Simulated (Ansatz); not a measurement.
## Equation of state of ytterbium, bcc

Theory: DFT, r2SCAN, plane waves (500 eV) with PAW, scalar-relativistic in Ansatz 0.2.0. (PAW data from PBE, frozen cores regenerated.)

The cell is scaled uniformly from the relaxed one, with fractional coordinates and shape fixed. Energies are extrapolated to zero smearing, pressures are those at the given smearing. Magnetic state: spin not included.

```csv
V (Å³/atom),E − E₀ (meV/atom),P (GPa)
29.825,35.2,3.45
31.181,13.5,2.05
32.537,2.4,0.90
33.892,0.2,-0.04
35.248,5.2,-0.81
36.604,16.3,-1.44
37.959,32.2,-1.95
```

Q: Fit a third-order Birch-Murnaghan equation.

A: V₀ = 33.59 Å³/atom, B₀ = 22 GPa, B₀′ = 3.8.
